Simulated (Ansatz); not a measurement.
The relaxed structure here is a generated cell of Cu: the first start was made by placing the elements on the sites of a structure type, and the end was not matched to a known phase here, so it may be hypothetical. Known forms of Cu include space group No. 225.

One stationary structure of Cu. Space group Pm-3m (No. 221), simple cubic type. Calculation: r2SCAN (plane waves to 500 eV, PAW, scalar-relativistic; Ansatz, a first-principles code).

```cif
data_Cu
_chemical_formula_sum 'Cu1'
_space_group_name_H-M_alt 'Pm-3m'
_space_group_IT_number 221
_space_group_name_Hall '-P 4 2 3'
_cell_length_a 2.36926
_cell_length_b 2.36926
_cell_length_c 2.36926
_cell_angle_alpha 90.000
_cell_angle_beta 90.000
_cell_angle_gamma 90.000
loop_
_atom_site_label
_atom_site_type_symbol
_atom_site_symmetry_multiplicity
_atom_site_Wyckoff_symbol
_atom_site_fract_x
_atom_site_fract_y
_atom_site_fract_z
_atom_site_occupancy
Cu1 Cu 1 a 0.00000 0.00000 0.00000 1
```

For Cu, the volume per atom is 13.30 Å³ and the band gap is no gap (metallic). The shortest distances is Cu–Cu 2.37 Å and the k-mesh comes out as 19×19×19.

No spin polarisation in the result.

The run could not lose the symmetry of its start, so the end can be a saddle point.
